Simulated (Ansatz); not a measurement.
Input and command of a plane-wave DFT calculation in Ansatz:

```yaml
crystal:
  lattice:
    - [4.34284846, 0.0, 0.0]
    - [0.0, 4.34284846, 0.0]
    - [0.0, 0.0, 4.38589189]
  atoms:
    - { symbol: Ti, position: [0.73810116, 0.26189884, 0.0] }
    - { symbol: Ti, position: [0.26189884, 0.73810116, 0.0] }
    - { symbol: Ti, position: [0.26189884, 0.26189884, 0.5] }
    - { symbol: Ti, position: [0.73810116, 0.73810116, 0.5] }
    - { symbol: H, position: [0.5, 0.0, 0.75] }
    - { symbol: H, position: [0.5, 0.0, 0.25] }
    - { symbol: H, position: [0.0, 0.5, 0.75] }
    - { symbol: H, position: [0.0, 0.5, 0.25] }
    - { symbol: H, position: [0.0, 0.0, 0.75] }
    - { symbol: H, position: [0.0, 0.0, 0.25] }
basis:
  ecutwfc: 500
kpoints:
  mp_grid: { grid: [10, 10, 10] }
hamiltonian:
  xc: r2scan
scf:
  occupations: { method: gaussian, width: 0.1 }
output:
  forces: true
  stress: true
  eigenvalues: true
relax:
  adjacent_minimum: "off"
  f_tol: 0.01
  max_steps: 80
  cell: { stress_tol: 0.05 }
```

```bash
ansatz run input.yaml --threads 1 --pin off --max-ram 2560MiB --backend cpu --events-out ev --progress --plain --runs-dir out
```

Processor: Arm Neoverse V2, 1 thread, on a host shared with other jobs.

Question: How long does it run, and how much memory does it take?

Answer: About 2.5 min on 1 thread of Arm Neoverse V2 (shared host), peak memory 0.72 GiB. It solves 37 bands at 126 k points (the mesh reduced by the symmetry that the task leaves, which can be less than the crystal's) with about 2103 plane waves (on the last cell), in 22 SCF iterations over 4 ionic steps.
